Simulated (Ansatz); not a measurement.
GaAu in space group Pnma (No. 62; Ga on 4c, Au on 4c), DFT-r²SCAN in the program Ansatz with PAW potentials, all energies at zero smearing, with the estimated change up to a 700 eV cutoff added, with one set of potentials and settings (totals compare only within such a set). Cell of 8 atoms (4 Ga, 4 Au): -67823.404 eV.

```
element             reference phase  E (eV/atom)
-------  --------------------------  -----------
Ga        Cmce, 4 atoms in the cell   -3790.2722
Au       Fm-3m, 1 atoms in the cell  -13165.1381
```

Formation energy per atom, worked out: (-67823.404 − 4×(-3790.2722) − 4×(-13165.1381))/8 = -0.220 eV/atom (-21 kJ per mol of atoms), at 0 K, without zero-point energy or fitted corrections.

The first step of the workflow began from a Materials Project structure, measured or hypothetical; the Crystallography Open Database files this formula in space group No. 62, but the cells were not matched. Its standing as an ambient phase is unchecked. The r²SCAN relaxation kept the symmetry of its start; whether a distortion lowers the energy is not shown. The references are the lowest solids computed at this level, not always the standard phases. Spin–orbit coupling is left out wherever it is not named.

Potentials: the earlier of the program's two PAW sets.
